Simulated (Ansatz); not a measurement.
Calculation for fcc Ni (100), 5 layers: DFT, PBEsol, all-electron LAPW, scalar-relativistic (Ansatz 0.2.0). This run: vacuum of 13 Å.

The slab is cut from a bulk crystal relaxed on PAW files (its atoms may have been relaxed since).

Command: `ansatz run input.yaml --threads 3 --pin off --max-ram 9216MiB --backend cpu --events-out ev --progress --plain --runs-dir out` It took 3.1 min on 3 threads of Intel(R) Xeon(R) Platinum 8488C (Sapphire Rapids), on a shared host, peak memory 1.3 GiB.

```yaml
crystal:
  lattice:
    - [2.4496600373, 0.0, 0.0]
    - [0.0, 2.4496600373, 0.0]
    - [0.0, 0.0, 19.8338]
  atoms:
    - { symbol: Ni, position: [0.0, 0.0, 0.3277245459], spin: 1.0 }
    - { symbol: Ni, position: [0.5, 0.5, 0.4120101815], spin: 1.0 }
    - { symbol: Ni, position: [0.0, 0.0, 0.4999998579], spin: 1.0 }
    - { symbol: Ni, position: [0.5, 0.5, 0.5879897127], spin: 1.0 }
    - { symbol: Ni, position: [0.0, 0.0, 0.6722754541], spin: 1.0 }
magnetization:
  spin_polarized: true
kpoints:
  mp_grid: { grid: [17, 17, 1] }
scf:
  occupations: { method: fermi_dirac, width: 0.1 }
hamiltonian:
  xc: pbesol
  pseudopotentials: { kind: all_electron, lapw: { basis_error: 0.001 } }
output:
  forces: true
  stress: true
  eigenvalues: true
efield:
  axis: 3
  amplitude: 0
  dipole_correction: true
```

Output:

```
LAPW: plane waves up to 9.384 Å⁻¹, error target 1.0e-3 eV per atom; small_component_spin mean_spin; Ni in spheres of 1.204 Å, 18 of its electrons in bands, Dirac shells [] (how accurate: hamiltonian.pseudopotentials.lapw.basis_error, Limitations)
Engine: ansatz 0.2.0
Pseudopotentials: kind: all_electron
Pseudopotential: Ni, LAPW, valence charge 18, lapw/all_electron/scalar/gaussian/Ni, Koelling and Harmon's equation, gaussian nucleus
Functional definition: PBEsol
  exchange = pbesol_x
  correlation = pbesol_c
Crystal: 5 atoms, lattice volume = 119.019 Å³
Basis set: ecut = 335.469427450159 eV, 1679 PW (Γ), exchange–correlation at level 2
Bands: 57, of which v1, the nominal top of the filled ones, is band 45 counted from 1 (44 counted from 0)
Symmetry: 8 space group operations
k-points: 45 of 289
Non-local potential: Ni, projectors of the file, none
Initial density: superposition of atomic densities (neutral atoms: chi_scale 0, normalization atom)
Starting moments: Σ|m| = 5 μB on 5 of 5 sites
Initial wavefunctions: plane waves of lowest kinetic energy (no species holds an atomic orbital)
Functional: x = pbesol(κ = 0.804, μ = 0.12345679012345678), c = pbesol(β = 0.046)
iter 1 solved again at ethr=1.31e-2 eV; its pass at ethr=1.00e-1 eV (dr2=1.18e1 eV) is discarded
SCF iter   1: F=—  HF=-206740.071388 eV  |F-HF|=—  |Δ(HF+E_count)|=         —  Δρ=2.22e-2 (↑1.29e-2 ↓2.22e-2)  dr2=1.19e1  dr2_m=1.99e-1  M=3.305 μB ∫|m|=3.479 μB  β_m=0.88  ethr=1.31e-2  p=-0.000 e·Å  D=-3.49e-12 V/Å  ΔV_dip=0.00 eV  dr2_dipole=7.22e-11  V_vac-E_F(+/−)=9.07/9.07 eV  ⟨swp⟩=2.0  Hψ=34443  notcnv=0
Mixer restart at iter 1: flushing history
efield: sawtooth ramp at fractional position 0.9500 (placed from the atoms, in the widest stretch of the axis that holds none; the zero of the levels goes with the place), width 0.1000; the density the first Hamiltonian is built on has a dipole p = 0.000 e·Å; the dipole correction subtracts the counter field D = 2.32e-13 V/Å, which shifts the + side's vacuum level by -0.00 eV against the − side's; the planar-averaged density in the ramp window peaks in size at 2.3e-5 e/Å³
preconditioner: auto → LDOS  [metal: Δε(μ)=0.002 eV  Ē_g=8.727 eV  σ=0.100 eV  W_gap=0.01  n_scr=28 (ndim 8)  ℏωp=24.1 eV  f_vac=0.501  D(μ)=9.59/eV (n_scr^D=120)]
spin=Collinear: LDOS preconditioning applied to the charge; magnetization (m = ρ↑ − ρ↓) channel mixes plain (no charge-response kernel on spin).
SCF iter   2: F=—  HF=-206739.155283 eV  |F-HF|=—  |Δ(HF+E_count)|=   9.16e-1  Δρ=8.28e-3 (↑6.81e-3 ↓8.28e-3)  dr2=4.76e0  dr2_m=3.52e-3  M=3.225 μB ∫|m|=3.500 μB  β_m=0.33  ethr=1.31e-2  p=-0.000 e·Å  D=-2.31e-7 V/Å  ΔV_dip=0.00 eV  dr2_dipole=1.75e-11  V_vac-E_F(+/−)=7.67/7.67 eV  ⟨swp⟩=2.0  Hψ=15397  notcnv=0
density mixer auto → msr1: a metal under ldos (density of states about μ 3.67 of a free-electron gas's, 28 screened modes)
SCF iter   3: F=—  HF=-206738.814940 eV  |F-HF|=—  |Δ(HF+E_count)|=   3.40e-1  Δρ=6.82e-3 (↑6.82e-3 ↓3.64e-3)  dr2=1.22e0  dr2_m=1.43e-2  M=3.237 μB ∫|m|=3.570 μB  β_m=0.66  ethr=5.29e-3  p=0.000 e·Å  D=3.33e-8 V/Å  ΔV_dip=-0.00 eV  dr2_dipole=3.66e-11  V_vac-E_F(+/−)=6.45/6.45 eV  ⟨swp⟩=2.3  Hψ=15419  notcnv=0
iter 4 solved again at ethr=3.14e-5 eV; its pass at ethr=1.36e-3 eV (dr2=2.83e-2 eV) is discarded
SCF iter   4: F=—  HF=-206738.766005 eV  |F-HF|=—  |Δ(HF+E_count)|=   4.89e-2  Δρ=1.89e-3 (↑1.57e-3 ↓1.89e-3)  dr2=2.80e-2  dr2_m=1.78e-3  M=3.302 μB ∫|m|=3.663 μB  β_m=0.64  ethr=3.14e-5  p=-0.000 e·Å  D=-2.25e-6 V/Å  ΔV_dip=0.00 eV  dr2_dipole=1.30e-9  V_vac-E_F(+/−)=5.30/5.30 eV  ⟨swp⟩=2.0  Hψ=26023  notcnv=0
SCF iter   5: F=—  HF=-206738.763280 eV  |F-HF|=—  |Δ(HF+E_count)|=         —  Δρ=1.40e-3 (↑7.99e-4 ↓1.40e-3)  dr2=7.29e-2  dr2_m=4.76e-4  M=3.323 μB ∫|m|=3.701 μB  β_m=0.57  ethr=3.11e-5  p=-0.000 e·Å  D=-7.24e-7 V/Å  ΔV_dip=0.00 eV  dr2_dipole=1.05e-9  V_vac-E_F(+/−)=5.14/5.14 eV  ⟨swp⟩=3.0  Hψ=14926  notcnv=0
the basis was enlarged: its passes take 1.9 MiB over the memory plan, 3 of 3 planned eigensolver slots
SCF iter   6: F=—  HF=-206738.756948 eV  |F-HF|=—  |Δ(HF+E_count)|=   6.33e-3  Δρ=5.91e-4 (↑5.47e-4 ↓5.91e-4)  dr2=4.40e-3  dr2_m=1.05e-5  M=3.312 μB ∫|m|=3.710 μB  β_m=0.79  ethr=3.11e-5  p=-0.000 e·Å  D=-6.42e-7 V/Å  ΔV_dip=0.00 eV  dr2_dipole=7.93e-11  V_vac-E_F(+/−)=4.95/4.95 eV  ⟨swp⟩=2.9  Hψ=14849  notcnv=0
SCF iter   7: F=—  HF=-206738.757977 eV  |F-HF|=—  |Δ(HF+E_count)|=   1.03e-3  Δρ=6.58e-4 (↑4.48e-4 ↓6.58e-4)  dr2=1.53e-2  dr2_m=1.66e-5  M=3.306 μB ∫|m|=3.707 μB  β_m=0.72  ethr=4.89e-6  p=-0.000 e·Å  D=-5.31e-7 V/Å  ΔV_dip=0.00 eV  dr2_dipole=1.88e-9  V_vac-E_F(+/−)=5.06/5.06 eV  ⟨swp⟩=3.0  Hψ=14938  notcnv=0
SCF iter   8: F=—  HF=-206738.758161 eV  |F-HF|=—  |Δ(HF+E_count)|=   1.84e-4  Δρ=3.78e-4 (↑2.33e-4 ↓3.78e-4)  dr2=1.76e-3  dr2_m=1.26e-5  M=3.309 μB ∫|m|=3.717 μB  β_m=0.71  ethr=4.89e-6  p=0.000 e·Å  D=1.62e-6 V/Å  ΔV_dip=-0.00 eV  dr2_dipole=2.62e-8  V_vac-E_F(+/−)=5.00/5.00 eV  ⟨swp⟩=2.7  Hψ=14660  notcnv=0
SCF iter   9: F=—  HF=-206738.758306 eV  |F-HF|=—  |Δ(HF+E_count)|=   1.45e-4  Δρ=1.36e-4 (↑1.36e-4 ↓1.04e-4)  dr2=1.67e-4  dr2_m=3.35e-6  M=3.309 μB ∫|m|=3.717 μB  β_m=0.77  ethr=1.96e-6  p=-0.000 e·Å  D=-1.11e-6 V/Å  ΔV_dip=0.00 eV  dr2_dipole=7.46e-8  V_vac-E_F(+/−)=5.02/5.02 eV  ⟨swp⟩=2.0  Hψ=14534  notcnv=0
SCF iter  10: F=—  HF=-206738.758391 eV  |F-HF|=—  |Δ(HF+E_count)|=   8.54e-5  Δρ=5.29e-5 (↑4.27e-5 ↓5.29e-5)  dr2=1.00e-4  dr2_m=7.79e-7  M=3.308 μB ∫|m|=3.713 μB  β_m=0.75  ethr=1.85e-7  p=0.000 e·Å  D=2.24e-6 V/Å  ΔV_dip=-0.00 eV  dr2_dipole=9.86e-8  V_vac-E_F(+/−)=5.06/5.06 eV  ⟨swp⟩=3.0  Hψ=16371  notcnv=0
SCF iter  11: F=—  HF=-206738.758385 eV  |F-HF|=—  |Δ(HF+E_count)|=   6.34e-6  Δρ=2.40e-5 (↑1.81e-5 ↓2.40e-5)  dr2=7.87e-6  dr2_m=1.45e-7  M=3.309 μB ∫|m|=3.713 μB  β_m=0.67  ethr=1.12e-7  p=-0.000 e·Å  D=-1.69e-6 V/Å  ΔV_dip=0.00 eV  dr2_dipole=6.61e-8  V_vac-E_F(+/−)=5.05/5.05 eV  ⟨swp⟩=2.5  Hψ=14568  notcnv=0
SCF iter  12: F=—  HF=-206738.758384 eV  |F-HF|=—  |Δ(HF+E_count)|=   7.53e-7  Δρ=1.06e-5 (↑1.06e-5 ↓9.24e-6)  dr2=1.54e-6  dr2_m=2.72e-8  M=3.309 μB ∫|m|=3.712 μB  β_m=0.81  ethr=8.74e-9  p=0.000 e·Å  D=6.96e-7 V/Å  ΔV_dip=-0.00 eV  dr2_dipole=2.03e-8  V_vac-E_F(+/−)=5.05/5.05 eV  ⟨swp⟩=2.0  Hψ=14526  notcnv=0
SCF iter  13: F=—  HF=-206738.758385 eV  |F-HF|=—  |Δ(HF+E_count)|=   2.97e-7  Δρ=7.64e-6 (↑6.47e-6 ↓7.64e-6)  dr2=9.58e-7  dr2_m=2.55e-9  M=3.309 μB ∫|m|=3.712 μB  β_m=0.75  ethr=1.72e-9  p=-0.000 e·Å  D=-2.38e-6 V/Å  ΔV_dip=0.00 eV  dr2_dipole=1.03e-7  V_vac-E_F(+/−)=5.05/5.05 eV  ⟨swp⟩=2.0  Hψ=14525  notcnv=0
[... lines left out ...]
Free energy (F): -206738.758385 eV
Harris-Foulkes:  -206738.758385 eV  (|F-HF|=6.50e-8)
Internal energy: -206738.481895 eV  (E = F + TS)
E sigma→0 (E₀):  -206738.620140 eV
Entropy (-TS):   -0.276489 eV (-55.298 meV/atom)
Fermi energy:    5.607707 eV
Dipole field:    D = -0.000000 V/Å  (p = -0.000000 e·Å, saw-weighted, corrected)
Work function:   Φ+ = 5.0538 eV   Φ− = 5.0538 eV
Levels:          The Fermi level and band energies are counted from a zero that moves with the ramp; work functions are not
Vacuum region:   at the solve's end the planar-averaged density reaches 1.20e-5 e/Å³ inside the ramp window [0.8996, 0.1004] (bound 1e-5 e/Å³)
--- Per-component energies (eV) ---
  E_band       = -2539.964966
  E_kinetic    = 210023.378901
  E_xc         = -8475.338452
  E_efield     = 0.000000  (sawtooth field / dipole correction)
  E_electrostatic = -408286.522345  (all electrons and nuclei)
  E_smearing   = -0.276489  (= −TS)
  E_closure    = 0.000000  (closes the sum)
  E_atoms      = -206701.727222  (free atoms, spherical and without spin; not in F)
  Σ components = -206738.758385   (vs F -206738.758385, Δ=0.00e0)
  Basis errors (estimates in eV, not in F): energy 3.1e-4 per atom: plane waves 2.8e-4 (1.6e-4 summed), levels above the bands 1.7e-45, relativity 1.3e-8, radial functions 3.0e-5, core shells 8.6e-10; eigenvalues (radial functions only) 7.7e-7; not estimated: angular momenta, meshes, grids; target (lapw.basis_error) 1.0e-3; muffin-tin radii Ni 1.204 Å
--- Forces (eV/Å), atoms counted from 1 ---
  atom   1  Ni     0.00000000     0.00000000     0.00091777
  atom   2  Ni    -0.00000000     0.00000000    -0.00033987
  atom   3  Ni     0.00000000     0.00000000    -0.00000464
  atom   4  Ni     0.00000000     0.00000000     0.00019762
  atom   5  Ni    -0.00000000     0.00000000    -0.00040150
  max |Σ_I F_I| component: 3.69e-4 eV/Å
--- Stress (GPa, compression-positive) ---
       -2.285826       0.000000       0.000000
        0.000000      -2.285826       0.000000
        0.000000       0.000000      -0.001512
  P = ⅓ Tr σ = -1.5244 GPa (-15.244 kbar)
--- Band table (eV; the first three rows and the last of 90) ---
  k-point 0 ↑: bands = ["-97.8475", "-97.8429", "-97.7671", "-97.4902", "-97.4902", "-58.4470", "-58.3949", "-58.3062", "-58.3062", "-58.2939", "-58.2939", "-58.2627", "-58.2073", "-58.2073", "-58.0103", "-58.0103", "-58.0103", "-58.0103", "-57.9001", "-57.8996", "-3.4503", "-2.2391", "-0.4631", "0.7031", "0.7325", "1.2564", "1.6111", "2.2126", "2.7666", "3.0101", "3.1707", "3.1707", "3.5435", "3.5435", "3.7276", "4.0516", "4.2135", "4.2135", "4.2515", "4.3017", "4.3379", "4.4695", "4.7908", "4.8143", "4.8143", "4.9946", "5.0712", "5.1165", "5.1165", "6.1503", "7.4739", "10.4189", "11.1248", "12.4412", "14.5608", "15.9743", "18.8559"]
  k-point 1 ↑: bands = ["-97.8469", "-97.8424", "-97.7668", "-97.4898", "-97.4897", "-58.4455", "-58.3956", "-58.3104", "-58.3053", "-58.3021", "-58.2934", "-58.2600", "-58.2117", "-58.2073", "-58.0147", "-58.0147", "-58.0101", "-58.0100", "-57.8996", "-57.8992", "-3.3585", "-2.1527", "-0.3874", "0.7678", "0.7867", "1.2871", "1.6359", "2.2264", "2.7701", "3.0335", "3.1606", "3.1839", "3.4329", "3.5371", "3.8493", "3.8796", "4.0856", "4.1483", "4.2565", "4.3145", "4.5012", "4.6081", "4.6608", "4.6797", "4.8968", "4.9560", "4.9896", "5.0509", "5.1309", "6.3745", "7.7223", "10.5058", "11.2209", "12.5224", "14.6488", "16.0321", "18.9166"]
  k-point 2 ↑: bands = ["-97.8450", "-97.8409", "-97.7658", "-97.4885", "-97.4885", "-58.4414", "-58.3978", "-58.3224", "-58.3211", "-58.3029", "-58.2920", "-58.2567", "-58.2237", "-58.2072", "-58.0274", "-58.0271", "-58.0093", "-58.0093", "-57.8983", "-57.8981", "-3.0863", "-1.8995", "-0.1730", "0.9397", "0.9449", "1.3776", "1.7146", "2.2730", "2.7707", "3.0950", "3.1428", "3.2211", "3.2948", "3.5159", "3.5642", "3.9766", "4.0112", "4.1280", "4.2393", "4.2741", "4.4268", "4.4948", "4.5273", "4.5600", "4.8962", "4.8973", "5.0449", "5.1376", "5.1665", "6.8755", "8.3230", "10.7656", "11.5091", "12.7642", "14.9125", "16.1951", "18.3121"]
  k-point 44 ↓: bands = ["-96.9844", "-96.9844", "-96.9185", "-96.5560", "-96.5560", "-57.6436", "-57.6433", "-57.6167", "-57.6160", "-57.5525", "-57.5491", "-57.5196", "-57.5175", "-57.4752", "-57.2305", "-57.2305", "-57.2304", "-57.2304", "-57.0387", "-57.0387", "1.1677", "1.2850", "1.6380", "1.8958", "1.8985", "2.0852", "2.3506", "2.3892", "2.3934", "3.2892", "3.3028", "4.4796", "4.4973", "5.0547", "5.1571", "5.4925", "5.5620", "5.6124", "5.6170", "5.7203", "5.9055", "5.9316", "6.0244", "6.2401", "6.2628", "8.6198", "9.0080", "10.5276", "10.9344", "12.9171", "13.4669", "15.2777", "15.5674", "15.9058", "16.1545", "16.1932", "16.5292"]
```

Next run (no images along the normal), as changes to the input before:

```diff
-    - [0.0, 0.0, 19.8338]
+    - [0.0, 0.0, 22.9287]
   atoms:
-    - { symbol: Ni, position: [0.0, 0.0, 0.3277245459], spin: 1.0 }
-    - { symbol: Ni, position: [0.5, 0.5, 0.4120101815], spin: 1.0 }
-    - { symbol: Ni, position: [0.0, 0.0, 0.4999998579], spin: 1.0 }
-    - { symbol: Ni, position: [0.5, 0.5, 0.5879897127], spin: 1.0 }
-    - { symbol: Ni, position: [0.0, 0.0, 0.6722754541], spin: 1.0 }
+    - { symbol: Ni, position: [0.0, 0.0, 0.3509782099], spin: 1.0 }
+    - { symbol: Ni, position: [0.5, 0.5, 0.423887029], spin: 1.0 }
+    - { symbol: Ni, position: [0.0, 0.0, 0.49999992], spin: 1.0 }
+    - { symbol: Ni, position: [0.5, 0.5, 0.5761129653], spin: 1.0 }
+    - { symbol: Ni, position: [0.0, 0.0, 0.6490218759], spin: 1.0 }
+  periodic: [true, true, false]
 magnetization:
   eigenvalues: true
-efield:
-  axis: 3
-  amplitude: 0
-  dipole_correction: true
```

Command: `ansatz run input.yaml --threads 3 --pin off --max-ram 9216MiB --backend cpu --events-out ev --progress --plain --runs-dir out` It took 3.5 min on 3 threads of Intel(R) Xeon(R) Platinum 8488C (Sapphire Rapids), with other jobs on the host, peak memory 1.7 GiB.

Results part of the output:

```
Warning: crystal.periodic: the lattice vector that does not repeat stood 0.000° off the slab's normal, 22.929 Å along it as the deck builds it. The run solves the slab on a vector along the normal, 37.468 Å long, with every atom where it was (on the deck's vector they left 16.09 Å outside them, and the widest stretch free of ions among them is 1.75 Å). A fractional position that the run reports is
Warning: the atoms were moved onto the symmetric positions of the space group found under crystal.symmetry.tolerance 1.0e-5 (fractional; no operation is sought that the atoms, as they stand in a round, miss by more than twice it, and no atom is moved by as much as it), and the run uses the moved positions. Before a round's move an operation carried an atom to 3.67e-6 Å from where it should land, t
SCF 1 converged in 17 iterations: F = -206738.758355 eV  dr2 = 1.42e-8
SCF converged after 17 iterations
Magnetization: 3.3091 μB (46.6546 up, 43.3454 down)
Absolute magnetization: 3.7120 μB (∫|ρ↑−ρ↓|)
Spin contamination: 0.0404 ħ² per cell (⟨S²⟩ above its minimum at these occupations)
[... lines left out ...]
  P = ½ c Tr σ = -4.5333 N/m
--- Band table (eV; the first three rows and the last of 90) ---
  k-point 0 ↑: bands = ["-108.5091", "-108.5045", "-108.4287", "-108.1518", "-108.1518", "-69.1086", "-69.0565", "-68.9678", "-68.9678", "-68.9555", "-68.9555", "-68.9243", "-68.8689", "-68.8689", "-68.6719", "-68.6719", "-68.6718", "-68.6718", "-68.5617", "-68.5612", "-14.1119", "-12.9007", "-11.1247", "-9.9585", "-9.9291", "-9.4052", "-9.0505", "-8.4489", "-7.8950", "-7.6515", "-7.4909", "-7.4909", "-7.1181", "-7.1181", "-6.9340", "-6.6100", "-6.4481", "-6.4481", "-6.4101", "-6.3599", "-6.3237", "-6.1921", "-5.8708", "-5.8473", "-5.8473", "-5.6670", "-5.5904", "-5.5451", "-5.5451", "-4.5111", "-3.1884", "-0.0880", "-0.0110", "0.9380", "1.0155", "2.5274", "2.6667"]
  k-point 1 ↑: bands = ["-108.5085", "-108.5040", "-108.4284", "-108.1513", "-108.1513", "-69.1071", "-69.0572", "-68.9720", "-68.9669", "-68.9637", "-68.9550", "-68.9216", "-68.8732", "-68.8689", "-68.6763", "-68.6763", "-68.6716", "-68.6716", "-68.5612", "-68.5608", "-14.0200", "-12.8143", "-11.0490", "-9.8938", "-9.8749", "-9.3745", "-9.0256", "-8.4351", "-7.8915", "-7.6281", "-7.5010", "-7.4777", "-7.2287", "-7.1245", "-6.8123", "-6.7820", "-6.5760", "-6.5133", "-6.4051", "-6.3471", "-6.1604", "-6.0535", "-6.0008", "-5.9819", "-5.7648", "-5.7056", "-5.6720", "-5.6107", "-5.5307", "-4.2869", "-2.9400", "-0.0013", "0.0810", "1.0236", "1.1059", "2.6095", "2.7556"]
  k-point 2 ↑: bands = ["-108.5066", "-108.5025", "-108.4274", "-108.1500", "-108.1500", "-69.1030", "-69.0594", "-68.9840", "-68.9827", "-68.9645", "-68.9536", "-68.9183", "-68.8853", "-68.8688", "-68.6889", "-68.6887", "-68.6709", "-68.6708", "-68.5599", "-68.5597", "-13.7479", "-12.5611", "-10.8346", "-9.7219", "-9.7167", "-9.2840", "-8.9470", "-8.3886", "-7.8909", "-7.5665", "-7.5188", "-7.4405", "-7.3668", "-7.1457", "-7.0974", "-6.6850", "-6.6504", "-6.5336", "-6.4223", "-6.3875", "-6.2348", "-6.1668", "-6.1343", "-6.1016", "-5.7654", "-5.7643", "-5.6167", "-5.5240", "-5.4951", "-3.7859", "-2.3398", "0.2580", "0.3570", "1.2794", "1.3769", "2.8542", "3.0224"]
  k-point 44 ↓: bands = ["-107.6460", "-107.6460", "-107.5801", "-107.2176", "-107.2176", "-68.3052", "-68.3049", "-68.2783", "-68.2776", "-68.2141", "-68.2107", "-68.1812", "-68.1791", "-68.1368", "-67.8921", "-67.8921", "-67.8920", "-67.8919", "-67.7003", "-67.7003", "-9.4939", "-9.3766", "-9.0236", "-8.7658", "-8.7631", "-8.5763", "-8.3110", "-8.2724", "-8.2682", "-7.3724", "-7.3588", "-6.1820", "-6.1643", "-5.6069", "-5.5045", "-5.1691", "-5.0996", "-5.0492", "-5.0446", "-4.9413", "-4.7561", "-4.7300", "-4.6372", "-4.4215", "-4.3988", "-2.0418", "-1.6535", "-0.1340", "0.2728", "2.2556", "2.8053", "4.6161", "4.9059", "5.2442", "5.4929", "5.5316", "5.8676"]
  the weakly bound empty levels are not read free of the cell's end (augmented_plane_waves)
```

Other magnetic orders may lie lower. The program warned of electron density in the middle of the vacuum in some runs, so work functions there carry some error.
